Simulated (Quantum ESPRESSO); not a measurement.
SiPF3O3, finding a planted mistake in a log

Simulated, not a measurement. The program is pw.x of Quantum ESPRESSO 7.5 (plane-wave density functional theory). The cell is made up: 8 atoms on a quartz lattice with one site empty, with randomly drawn elements, strain and displacements, not relaxed. PseudoDojo standard norm-conserving files (v0.5 for PBE, v0.4.1 for LDA and PBEsol) set the functional; there is no spin polarisation, spin-orbit coupling or dispersion term, and the masses in the input are unused placeholders.

Intended input:

```
&control calculation='scf', pseudo_dir='./dojo.nc.sr.pbe.v0_5.standard.upf', outdir='./o', disk_io='medium', tprnfor=.true., tstress=.true. /
&system ibrav=0, nat=8, ntyp=4, nbnd=30, ecutwfc=84.00895049, nosym=.true., tot_charge=0,
 occupations='smearing', smearing='fd', degauss=0.0018374661
/
&electrons conv_thr=7.350e-09, electron_maxstep=60, /
ATOMIC_SPECIES
F 1.0 F.upf
O 1.0 O.upf
P 1.0 P.upf
Si 1.0 Si.upf
CELL_PARAMETERS angstrom
4.9822 0.0 0.0
-2.4911 4.3147 0.0
0.0 0.0 5.4988
ATOMIC_POSITIONS angstrom
Si 2.3211 -0.0048 3.7245
P -1.272 1.902 1.8343
F 1.5577 0.9724 4.4551
O 3.4289 0.5886 2.5748
F 2.8716 2.4127 0.6671
F 0.1538 1.8008 1.1693
O -1.0685 3.096 3.0513
O 0.8544 3.6034 4.7685
K_POINTS automatic
5 5 4 1 1 1
```

The log is shortened where brackets say so; the opening notice, blank lines, dates and the lines on written files are dropped, and the path of the files is cut. It prints rydbergs, bohrs and kilobars, and counts compression as positive stress. Where no state is partly filled, the Fermi energy that it prints is only some level between the filled and the empty states on the mesh, and need not lie in the true gap.

Log of the intended run:

```
     Program PWSCF v.7.5
     Parallel version (MPI & OpenMP), running on       1 processor cores
     Number of MPI processes:                 1
     Threads/MPI process:                     1
     [start-up lines left out]
     bravais-lattice index     =            0
     lattice parameter (alat)  =       9.4150  a.u.
     unit-cell volume          =     797.6939 (a.u.)^3
     number of atoms/cell      =            8
     number of atomic types    =            4
     number of electrons       =        48.00
     number of Kohn-Sham states=           30
     kinetic-energy cutoff     =      84.0090  Ry
     charge density cutoff     =     336.0358  Ry
     scf convergence threshold =      7.3E-09
     mixing beta               =       0.7000
     number of iterations used =            8  plain     mixing
     Exchange-correlation= PBE
                           (   1   4   3   4   0   0   0)
     [axes and pseudopotential details left out]
   Cartesian axes
     site n.     atom                  positions (alat units)
         1        Si     tau(   1) = (   0.4658785  -0.0009634   0.7475613  )
         2        P      tau(   2) = (  -0.2553089   0.3817591   0.3681707  )
         3        F      tau(   3) = (   0.3126530   0.1951748   0.8942034  )
         4        O      tau(   4) = (   0.6882301   0.1181406   0.5167998  )
         5        F      tau(   5) = (   0.5763719   0.4842640   0.1338967  )
         6        F      tau(   6) = (   0.0308699   0.3614468   0.2346955  )
         7        O      tau(   7) = (  -0.2144635   0.6214122   0.6124403  )
         8        O      tau(   8) = (   0.1714905   0.7232548   0.9571073  )
     number of k points=    50  Fermi-Dirac smearing, width (Ry)=  0.0018
                       cart. coord. in units 2pi/alat
        k(    1) = (   0.1000000   0.1732056   0.1132565), wk =   0.0400000
        k(    2) = (   0.1000000   0.1732056   0.3397696), wk =   0.0400000
     [further k points left out]
     Dense  grid:    83101 G-vectors     FFT dimensions: (  60,  60,  64)
     Estimated max dynamical RAM per process >     105.87 MB
     Initial potential from superposition of free atoms
     starting charge      47.9992, renormalised to      48.0000
     Starting wfcs are   32 randomized atomic wfcs
     total cpu time spent up to now is       14.7 secs
     per-process dynamical memory:    81.7 Mb
     Self-consistent Calculation
     iteration #  1     ecut=    84.01 Ry     beta= 0.70
     Davidson diagonalization with overlap
     ethr =  1.00E-02,  avg # of iterations =  3.0
     total cpu time spent up to now is       55.0 secs
     total energy              =    -268.74765973 Ry
     estimated scf accuracy    <       2.05603453 Ry
     iteration #  2     ecut=    84.01 Ry     beta= 0.70
     Davidson diagonalization with overlap
     ethr =  4.28E-03,  avg # of iterations =  3.5
     total cpu time spent up to now is       94.4 secs
     total energy              =    -267.20965813 Ry
     estimated scf accuracy    <      11.30683100 Ry
     [iterations 3 to 12 left out]
     iteration # 13     ecut=    84.01 Ry     beta= 0.70
     Davidson diagonalization with overlap
     ethr =  2.07E-10,  avg # of iterations =  4.2
     total cpu time spent up to now is      506.8 secs
     total energy              =    -269.68233725 Ry
     estimated scf accuracy    <       0.00000018 Ry
     iteration # 14     ecut=    84.01 Ry     beta= 0.70
     Davidson diagonalization with overlap
     ethr =  2.07E-10,  avg # of iterations =  2.1
     total cpu time spent up to now is      540.0 secs
     End of self-consistent calculation
     [lines on levels left out]
     the Fermi energy is     3.7079 ev
!    total energy              =    -269.68233727 Ry
     estimated scf accuracy    <          4.3E-09 Ry
     smearing contrib. (-TS)   =      -0.00000000 Ry
     internal energy E=F+TS    =    -269.68233727 Ry
     The total energy is F=E-TS. E is the sum of the following terms:
     one-electron contribution =    -156.74646152 Ry
     hartree contribution      =     101.33238618 Ry
     xc contribution           =     -65.76837469 Ry
     ewald contribution        =    -148.49988724 Ry
     convergence has been achieved in  14 iterations
     Forces acting on atoms (cartesian axes, Ry/au):
     atom    1 type  4   force =     0.28017904   -0.30213936    0.05619591
     atom    2 type  3   force =     0.12596819    0.12106605    0.10039838
     atom    3 type  1   force =    -0.19080965    0.21153509    0.08044888
     atom    4 type  2   force =    -0.02221692    0.05995572   -0.07460935
     atom    5 type  1   force =    -0.00898456   -0.00620637    0.02318759
     atom    6 type  1   force =    -0.06115815   -0.01490841    0.03822685
     atom    7 type  2   force =    -0.07151894   -0.11683134   -0.16178564
     atom    8 type  2   force =    -0.05145901    0.04752862   -0.06206262
     Total force =     0.608779     Total SCF correction =     0.000204
     Computing stress (Cartesian axis) and pressure
          total   stress  (Ry/bohr**3)                   (kbar)     P=        2.14
   0.00018617  -0.00035087  -0.00035516           27.39      -51.62      -52.25
  -0.00035087   0.00017875   0.00000560          -51.62       26.29        0.82
  -0.00035516   0.00000560  -0.00032129          -52.25        0.82      -47.26
     init_run     :     14.06s CPU     14.54s WALL (       1 calls)
     electrons    :    517.62s CPU    525.31s WALL (       1 calls)
     forces       :      6.83s CPU      6.95s WALL (       1 calls)
     stress       :     29.24s CPU     29.39s WALL (       1 calls)
     [timing details left out]
     PWSCF        :   9m28.20s CPU   9m37.17s WALL
     JOB DONE.
```

A second run was made from an input with one planted mistake. Its log:

```
     Program PWSCF v.7.5
     Parallel version (MPI & OpenMP), running on       1 processor cores
     Number of MPI processes:                 1
     Threads/MPI process:                     1
     [start-up lines left out]
     bravais-lattice index     =            0
     lattice parameter (alat)  =       9.4150  a.u.
     unit-cell volume          =     797.6939 (a.u.)^3
     number of atoms/cell      =            8
     number of atomic types    =            4
     number of electrons       =        48.00
     number of Kohn-Sham states=           30
     kinetic-energy cutoff     =      43.2907  Ry
     charge density cutoff     =     173.1628  Ry
     scf convergence threshold =      7.3E-09
     mixing beta               =       0.7000
     number of iterations used =            8  plain     mixing
     Exchange-correlation= PBE
                           (   1   4   3   4   0   0   0)
     [axes and pseudopotential details left out]
   Cartesian axes
     site n.     atom                  positions (alat units)
         1        Si     tau(   1) = (   0.4658785  -0.0009634   0.7475613  )
         2        P      tau(   2) = (  -0.2553089   0.3817591   0.3681707  )
         3        F      tau(   3) = (   0.3126530   0.1951748   0.8942034  )
         4        O      tau(   4) = (   0.6882301   0.1181406   0.5167998  )
         5        F      tau(   5) = (   0.5763719   0.4842640   0.1338967  )
         6        F      tau(   6) = (   0.0308699   0.3614468   0.2346955  )
         7        O      tau(   7) = (  -0.2144635   0.6214122   0.6124403  )
         8        O      tau(   8) = (   0.1714905   0.7232548   0.9571073  )
     number of k points=    50  Fermi-Dirac smearing, width (Ry)=  0.0018
                       cart. coord. in units 2pi/alat
        k(    1) = (   0.1000000   0.1732056   0.1132565), wk =   0.0400000
        k(    2) = (   0.1000000   0.1732056   0.3397696), wk =   0.0400000
     [further k points left out]
     Dense  grid:    30763 G-vectors     FFT dimensions: (  40,  40,  45)
     Estimated max dynamical RAM per process >      40.45 MB
     Check: negative core charge=   -0.000259
     Initial potential from superposition of free atoms
     starting charge      47.9992, renormalised to      48.0000
     Starting wfcs are   32 randomized atomic wfcs
     total cpu time spent up to now is        5.0 secs
     per-process dynamical memory:    33.1 Mb
     Self-consistent Calculation
     iteration #  1     ecut=    43.29 Ry     beta= 0.70
     Davidson diagonalization with overlap
     ethr =  1.00E-02,  avg # of iterations =  3.1
     total cpu time spent up to now is       20.5 secs
     total energy              =    -267.97243648 Ry
     estimated scf accuracy    <       1.64094819 Ry
     iteration #  2     ecut=    43.29 Ry     beta= 0.70
     Davidson diagonalization with overlap
     ethr =  3.42E-03,  avg # of iterations =  3.6
     total cpu time spent up to now is       35.4 secs
     total energy              =    -266.62305707 Ry
     estimated scf accuracy    <       9.46226642 Ry
     [iterations 3 to 12 left out]
     iteration # 13     ecut=    43.29 Ry     beta= 0.70
     Davidson diagonalization with overlap
     ethr =  8.96E-11,  avg # of iterations =  4.0
     total cpu time spent up to now is      163.3 secs
     total energy              =    -268.68742589 Ry
     estimated scf accuracy    <       0.00000003 Ry
     iteration # 14     ecut=    43.29 Ry     beta= 0.70
     Davidson diagonalization with overlap
     ethr =  6.27E-11,  avg # of iterations =  2.0
     total cpu time spent up to now is      172.6 secs
     End of self-consistent calculation
     [lines on levels left out]
     the Fermi energy is     3.7458 ev
!    total energy              =    -268.68742589 Ry
     estimated scf accuracy    <          2.5E-09 Ry
     smearing contrib. (-TS)   =      -0.00000000 Ry
     internal energy E=F+TS    =    -268.68742589 Ry
     The total energy is F=E-TS. E is the sum of the following terms:
     one-electron contribution =    -154.54694289 Ry
     hartree contribution      =      99.77238410 Ry
     xc contribution           =     -65.41297964 Ry
     ewald contribution        =    -148.49988745 Ry
     convergence has been achieved in  14 iterations
     Forces acting on atoms (cartesian axes, Ry/au):
     atom    1 type  4   force =     0.27754962   -0.29948515    0.04995781
     atom    2 type  3   force =     0.12521218    0.12335014    0.09896615
     atom    3 type  1   force =    -0.19330909    0.21357777    0.08534531
     atom    4 type  2   force =    -0.01599225    0.05438134   -0.07605889
     atom    5 type  1   force =    -0.00650174   -0.00624104    0.01703286
     atom    6 type  1   force =    -0.06321993   -0.01439058    0.03478019
     atom    7 type  2   force =    -0.07527862   -0.11725080   -0.15349130
     atom    8 type  2   force =    -0.04846018    0.04605831   -0.05653214
     Total force =     0.604648     Total SCF correction =     0.000130
     Computing stress (Cartesian axis) and pressure
          total   stress  (Ry/bohr**3)                   (kbar)     P=     -697.81
  -0.00456512  -0.00036781  -0.00036985         -671.55      -54.11      -54.41
  -0.00036781  -0.00462350   0.00000017          -54.11     -680.14        0.03
  -0.00036985   0.00000017  -0.00504213          -54.41        0.03     -741.72
     init_run     :      4.72s CPU      4.86s WALL (       1 calls)
     electrons    :    158.00s CPU    167.62s WALL (       1 calls)
     forces       :      2.12s CPU      2.15s WALL (       1 calls)
     stress       :      8.04s CPU      8.10s WALL (       1 calls)
     [timing details left out]
     PWSCF        :   2m53.11s CPU   3m 3.09s WALL
     JOB DONE.
```

Question: what was wrong in the second input?

Answer: the plane-wave cutoff is too low. The input lines that differ, file-writing options aside:

```
- &system ibrav=0, nat=8, ntyp=4, nbnd=30, ecutwfc=84.00895049, nosym=.true., tot_charge=0,
+ &system ibrav=0, nat=8, ntyp=4, nbnd=30, ecutwfc=43.29070152, nosym=.true., tot_charge=0,
```

```
                                            intended run  run with the mistake
                          free energy (eV)     -3669.215             -3655.679
                    smearing term -TS (eV)        0.0000                0.0000
                            pressure (GPa)          0.21                -69.78
            largest force component (eV/Å)         7.768                 7.700
largest change of a force component (eV/Å)                               0.213
                                iterations            14                    14
```

For scale, a rerun of the intended cell at a cutoff of 1437 eV and k mesh 7 x 7 x 6 moved values by no more than 0.003 eV in energy, 0.02 GPa in stress and 0.002 eV/Å in force.